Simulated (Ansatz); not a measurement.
Consider the following.

Si3N4:
Space group Fd-3m, origin choice 1 (No. 227); a = b = c = 7.730 Å, α = β = γ = 90.00°

```json
[
 {"atom": "Si", "site": "16c", "symmetry": ".-3m", "x": "0.1250", "y": "0.1250", "z": "0.1250"},
 {"atom": "Si", "site": "8b", "symmetry": "-43m", "x": "0.5000", "y": "0.5000", "z": "0.5000"},
 {"atom": "N", "site": "32e", "symmetry": ".3m", "x": "0.3676", "y": "0.3676", "z": "0.3676"}
]
```
(The calculation used a cell of 14 atoms; values per cell refer to that cell.)

This is the r²SCAN-relaxed structure.

**Question.** All from the program Ansatz at the r²SCAN level (PAW), unless another level is named. Give the highest zone-centre frequency (without LO–TO term).

**Answer.** 981 cm⁻¹.

**Question.** What about the Poisson's ratio?

**Answer.** 0.17.

The r²SCAN relaxation kept the symmetry of its start; of distortions, only those at the zone centre were tested.

Potentials: the earlier of the program's two PAW sets.
